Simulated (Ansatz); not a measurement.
HfGaPd:
```cif
data_Ga6Hf6Pd6
_chemical_formula_sum 'Hf6 Ga6 Pd6'
_space_group_name_H-M_alt 'P-62c'
_space_group_IT_number 190
_space_group_name_Hall 'P -6c -2c'
_cell_length_a 7.15277
_cell_length_b 7.15277
_cell_length_c 6.92175
_cell_angle_alpha 90.000
_cell_angle_beta 90.000
_cell_angle_gamma 120.000
loop_
_atom_site_label
_atom_site_type_symbol
_atom_site_symmetry_multiplicity
_atom_site_Wyckoff_symbol
_atom_site_fract_x
_atom_site_fract_y
_atom_site_fract_z
_atom_site_occupancy
Hf1 Hf 6 h 0.40892 0.02155 0.25000 1
Ga1 Ga 6 g 0.26868 0.26868 0.00000 1
Pd1 Pd 4 f 0.33333 0.66667 0.03172 1
Pd2 Pd 2 b 0.00000 0.00000 0.25000 1
```

Relaxed with r²SCAN.

Which orbitals make up the states near the Fermi level in r²SCAN (plane waves, PAW; program Ansatz)?

Within 0.5 eV of the Fermi level: Hf 5d 57 %, Ga 4p 20 %, Pd 4d 12 %, outside the projected shells 6 %. Projections are on Löwdin-orthogonalised atomic valence shells; empty p or d shells of many metals are not among them.

Tabulate the density of states.

States/eV per cell of 18 atoms, in 0.25 eV bins, energy from the Fermi level.

```
E (eV)  total  Pd 4d  Hf 5d  Ga 4p
------  -----  -----  -----  -----
-7.85    6.28   0.76   0.73   0.81
-7.60    8.63   1.38   1.27   0.88
-7.35    6.80   1.62   1.22   0.64
-7.10    6.87   2.20   1.40   0.37
-6.85    0.00   0.00   0.00   0.00
-6.60    0.00   0.00   0.00   0.00
-6.35    0.00   0.00   0.00   0.00
-6.10    2.19   0.49   0.28   0.88
-5.85    6.08   2.06   0.77   2.05
-5.60   10.21   4.58   1.21   2.76
-5.35   17.23  10.50   2.02   3.03
-5.10   18.88  12.61   2.36   2.75
-4.85   24.23  18.00   2.97   2.29
-4.60   30.11  23.73   2.86   2.46
-4.35   24.76  20.08   2.03   1.80
-4.10   42.35  36.68   2.87   1.84
-3.85   40.61  35.34   2.58   1.76
-3.60   17.06  13.09   1.61   1.38
-3.35    8.28   5.03   1.15   1.12
-3.10    8.74   4.87   1.45   1.29
-2.85    9.86   4.63   2.23   1.67
-2.60    9.31   3.69   2.83   1.63
-2.35    7.06   2.59   1.94   1.60
-2.10    7.98   2.67   2.06   2.22
-1.85    9.06   2.07   2.95   2.92
-1.60    8.90   1.65   2.82   3.50
-1.35    8.26   1.36   2.98   3.14
-1.10   10.52   1.47   4.50   3.57
-0.85   13.27   1.55   6.10   4.30
-0.60   10.06   1.21   4.35   3.54
-0.35    9.99   1.09   4.98   2.82
-0.10    5.64   0.71   3.20   1.02
0.15     4.64   0.56   2.94   0.65
0.40     6.08   0.93   4.25   0.49
0.65     9.46   1.60   6.58   0.73
0.90     8.55   1.19   5.60   0.92
1.15    10.04   1.24   6.26   1.56
1.40    15.06   1.76  10.12   1.67
1.65    14.30   1.51   9.84   1.44
1.90    11.69   0.97   8.61   0.96
2.15     6.96   0.52   5.00   0.71
2.40    15.31   1.24  11.10   1.53
2.65    13.28   0.99   9.61   1.21
2.90    12.38   0.76   8.26   1.30
3.15    11.31   0.62   7.00   1.42
3.40    14.21   0.76   8.15   1.84
3.65    14.07   0.68   8.11   2.11
3.90    11.33   0.53   6.28   1.73
4.15    11.70   0.48   6.65   1.70
4.40    10.84   0.38   6.19   1.80
4.65     7.72   0.21   3.87   1.74
```

The workflow started from a Materials Project entry (that database holds measured and hypothetical structures alike); the Crystallography Open Database files this formula in space group No. 190, but the cells were not matched. Whether it is the stable phase at ambient conditions was not checked. The cell was relaxed with r²SCAN under the symmetry of its start; whether a distortion lowers the energy is not shown. The run is not spin-polarised. Spin–orbit coupling is left out wherever it is not named.

Potentials: the later of the program's two PAW sets.
